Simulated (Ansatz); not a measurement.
Surface calculation: bcc Cs (111), 5 layers

The slab is cut from the bcc crystal, the stable phase, as relaxed on PAW files (110.45 Å³/atom), with 20 Å of vacuum and a dipole correction:

```
Cs
1.0
     8.54891    0.00000    0.00000
    -4.27446    7.40358    0.00000
     0.00000    0.00000   26.98020
Cs
5
Direct
  0.83333 0.16667 0.37064
  0.16667 0.83333 0.43532
  0.50000 0.50000 0.50000
  0.83333 0.16667 0.56468
  0.16667 0.83333 0.62936
```

All numbers are PBEsol results (scalar-relativistic) from Ansatz 0.2.0, with a Γ-centred 6×6×1 k mesh, Fermi–Dirac smearing of 0.1 eV, no spin polarisation. Methods: LAPW: all electrons, basis error target 1 meV/atom; PAW: frozen-core files, cutoff 420 eV.

The bulk energy comes from a cell in the slab's orientation on a 6×6×8 mesh. The surface energy is (E(slab) − N·E(bulk))/2A at zero smearing, the mean of both faces; thin slabs carry quantum-size effects.

Spin–orbit coupling is left out, which matters for the heavy atoms. The PAW files were made under PBE. The cell is 1×1, so reconstructions are forbidden, and in slabs of four or five layers the relaxations can be far larger than at a real surface.

**Question.** As cut, the LAPW slab lies 0.729 eV above 5 atoms of bulk. What surface energy is that?

**Answer.** Over two faces of 63.29 Å² it is 5.8 meV/Å², and times 16.02 J/m² per eV/Å² that gives γ = 0.092 J/m².

| method | γ as cut (J/m²) | γ relaxed (J/m²) | Φ as cut (eV) | Φ relaxed (eV) |
| --- | --- | --- | --- | --- |
| LAPW | 0.092 | 0.092 | 2.00 | 2.03 |
| PAW | 0.092 | 0.092 | 2.00 | 2.03 |

**Question.** How do the spacings between the planes relax?

**Answer.** From the bottom face up: d12 -10.6 % of 1.745 Å, d23 +0.6 % of 1.745 Å, d34 +0.6 % of 1.745 Å, d45 -10.6 % of 1.745 Å.

**Question.** What changes if the images along the normal are cut off in place of the dipole correction?

**Answer.** LAPW then gives: no gap, work function 2.03 eV; PAW: no gap, work function 2.03 eV.

**Question.** What changes if relativity is switched off, at the same positions?

**Answer.** LAPW then gives: no gap, work function 1.97 eV.

**Question.** A 3d core hole is made on one atom of each kind in every 1×1 cell (PAW hole dataset, neutral cell, valence without spin). What does it cost by layer?

**Answer.** layer 1 726.33 eV, layer 2 726.07 eV, layer 3 726.02 eV. Shifts between layers mean more than the absolute values, and a whole layer of holes screens otherwise than one hole.
